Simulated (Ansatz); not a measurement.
AlAg:
```yaml
crystal:
  lattice:
    - [1.42554, -5.22228, 0.00000]
    - [1.42554, 5.22228, 0.00000]
    - [0.00000, 0.00000, 4.50747]
  atoms:
    - { symbol: Ag, position: [0.66498, 0.33502, 0.25000] }
    - { symbol: Al, position: [0.92621, 0.07379, 0.25000] }
    - { symbol: Ag, position: [0.33502, 0.66498, 0.75000] }
    - { symbol: Al, position: [0.07379, 0.92621, 0.75000] }
```

Relaxed with r²SCAN. Special points in fractions of this cell's reciprocal vectors: Γ (0.000, 0.000, 0.000); Y (-0.500, 0.500, 0.000); C0 (-0.269, 0.731, 0.000); Σ0 (0.269, 0.269, 0.000); Z (0.000, 0.000, 0.500); A0 (0.269, 0.269, 0.500); E0 (-0.269, 0.731, 0.500); T (-0.500, 0.500, 0.500); S (0.000, 0.500, 0.000); R (0.000, 0.500, 0.500).

Problem. List the band energies nearest the Fermi level at these points for plane-wave PAW r²SCAN with spin–orbit coupling (Ansatz code).

Solution. In eV from the Fermi level; about four levels below and three above (degenerate sets whole), none deeper than 8.9 eV; points with the same levels are listed once.

```csv
k,below,above
Γ,-3.30 -3.30 -0.65 -0.65,2.88 2.88 3.95 3.95
Y,-0.92 -0.92 -0.68 -0.68,1.74 1.74 2.76 2.76
C0,-3.09 -3.09 -2.98 -2.98,1.17 1.17 1.53 1.53
Z,-0.19 -0.19 -0.19 -0.19,6.71 6.71 6.71 6.71
A0,-0.14 -0.14 -0.12 -0.12,3.39 3.39 3.43 3.43
T,-4.77 -4.77 -4.77 -4.77,5.16 5.16 5.16 5.16
S,-2.34 -2.34 -0.20 -0.20,1.70 1.70 2.33 2.33
R,-1.72 -1.72 -1.72 -1.72,0.64 0.64 0.64 0.64
```

Space group Cmcm. The start of the workflow was typed in or built on a structure type; neither database checked (COD, Materials Project) lists it. Whether it is the stable phase at ambient conditions was not checked. The cell was relaxed with r²SCAN under the symmetry of its start; whether a distortion lowers the energy is not shown. The run is not spin-polarised.

Potentials: the later of the program's two PAW sets.
